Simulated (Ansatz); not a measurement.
Relaxed candidate structures of Ga2O3:

A. R-3c, hexagonal axes (No. 167), hR10, corundum type; a = 4.9845 Å, b = 4.9845 Å, c = 13.4417 Å, α = 90.00°, β = 90.00°, γ = 120.00°; Ga 12c (0.000, 0.000, 0.145); O 18e (0.304, 0.304, 0.250)

B. P-3m1 (No. 164), hP5; a = 2.991 Å, b = 2.991 Å, c = 6.841 Å, α = 90.00°, β = 90.00°, γ = 120.00°; Ga 2d (0.333, 0.667, 0.204); O 1a (0.000, 0.000, 0.000); O 2d (0.667, 0.333, 0.309)

C. C2/m (No. 12), mS20; a = 12.256 Å, b = 3.039 Å, c = 5.808 Å, α = 90.00°, β = 103.81°, γ = 90.00°; Ga 4i (0.091, 0.000, 0.795); Ga 4i (0.159, 0.500, 0.314); O 4i (0.164, 0.000, 0.109); O 4i (0.173, 0.000, 0.564); O 4i (0.496, 0.000, 0.256)

D. Pn-3m, origin choice 1 (No. 224), cP10; a = b = c = 4.7309 Å, α = β = γ = 90.00°; Ga 4c (0.750, 0.750, 0.750); O 6d (0.000, 0.000, 0.500)

E. Pnma (No. 62), oP20; a = 9.9475 Å, b = 2.8372 Å, c = 8.3595 Å, α = 90.00°, β = 90.00°, γ = 90.00°; Ga 4c (0.040, 0.250, 0.195); Ga 4c (0.222, 0.250, 0.914); O 4c (0.165, 0.250, 0.360); O 4c (0.080, 0.250, 0.765); O 4c (0.133, 0.750, 0.053)

F. Ia-3 (No. 206), cI80, bixbyite type; a = b = c = 9.2637 Å, α = β = γ = 90.00°; Ga 8b (0.250, 0.250, 0.250); Ga 24d (0.000, 0.250, 0.464); O 48e (0.111, 0.342, 0.115)

Task: Rank these by energy per atom (lowest first), as r2SCAN (plane waves to 500 eV, PAW, scalar-relativistic; Ansatz, an electronic-structure program) gives it.

Result: C (reference, the lowest of the structures calculated here), A (+18 meV/atom), F (+34 meV/atom), E (+163 meV/atom), B (+179 meV/atom), D (+0.73 eV/atom)

Task: Give each candidate's band gap.

Result: No gap: D. A: 3.57 eV (no spin-orbit coupling); B: 3.12 eV (no spin-orbit coupling); C: 3.02 eV (no spin-orbit coupling); E: 3.33 eV (no spin-orbit coupling); F: 3.26 eV (no spin-orbit coupling).

Probably no minimum, since a slightly shaken restart fell lower: Pn-3m, cP10 (by 0.72 eV/atom, to R-3c). 2 runs with a doubtful electronic state, a coarser numerical grid, an end not at rest or a source that can't be used are left out. 2 generated cells of layers, chains or molecules, poorly bound without dispersion, are left out. Each run could gain symmetry but not lose that of its start, so entries can be saddle points. From databases, or of a type measured for this composition: R-3c, hR10, corundum type; C2/m, mS20; the others are generated cells (placed on structure types, drawn at random, substituted or restacked) that were not matched to a known phase here. Static energies at zero pressure. No spin polarisation in the result. Gaps of cells over 8 atoms come from the SCF mesh and high-symmetry points alone.
